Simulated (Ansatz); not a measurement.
Input and command of a plane-wave DFT calculation in Ansatz:

```yaml
crystal:
  lattice:
    - [0.0, 3.99696703, 3.99696703]
    - [3.99696703, 0.0, 3.99696703]
    - [3.99696703, 3.99696703, 0.0]
  atoms:
    - { symbol: Si, position: [0.125, 0.125, 0.625] }
    - { symbol: Si, position: [0.125, 0.625, 0.125] }
    - { symbol: Si, position: [0.625, 0.125, 0.125] }
    - { symbol: Si, position: [0.125, 0.125, 0.125] }
    - { symbol: Si, position: [0.75, 0.75, 0.75] }
    - { symbol: Si, position: [0.5, 0.5, 0.5] }
    - { symbol: "N", position: [0.3671886779, 0.3671886779, 0.3671886779] }
    - { symbol: "N", position: [0.3515660338, 0.8828113221, 0.8828113221] }
    - { symbol: "N", position: [0.8828113221, 0.8828113221, 0.3515660338] }
    - { symbol: "N", position: [0.8828113221, 0.3515660338, 0.8828113221] }
    - { symbol: "N", position: [0.3671886779, 0.3671886779, 0.8984339662] }
    - { symbol: "N", position: [0.3671886779, 0.8984339662, 0.3671886779] }
    - { symbol: "N", position: [0.8828113221, 0.8828113221, 0.8828113221] }
    - { symbol: "N", position: [0.8984339662, 0.3671886779, 0.3671886779] }
basis:
  ecutwfc: 420
kpoints:
  mp_grid: { grid: [6, 6, 6] }
hamiltonian:
  xc: pbesol
scf:
  occupations: { method: gaussian, width: 0.02 }
output:
  forces: true
  stress: true
  eigenvalues: true
  write_density: true
  write_potential: true
  elf: true
  volumetric_format: npy
relax:
  adjacent_minimum: "off"
  f_tol: 0.01
  max_steps: 30
```

```bash
ansatz run input.yaml --threads 4 --pin off --max-ram 10240MiB --backend cpu --events-out ev --progress --plain --runs-dir out
```

Processor: Intel(R) Xeon(R) Platinum 8488C (Sapphire Rapids), 4 threads, on a host shared with other jobs.

Q: Estimate time, memory and problem size.

A: About 5.8 s on 4 threads of Intel(R) Xeon(R) Platinum 8488C (Sapphire Rapids), with other jobs on the host, peak memory 0.55 GiB. It solves 46 bands at 16 k points (the mesh reduced by symmetry) with about 2445 plane waves, in 14 SCF iterations over 3 ionic steps.
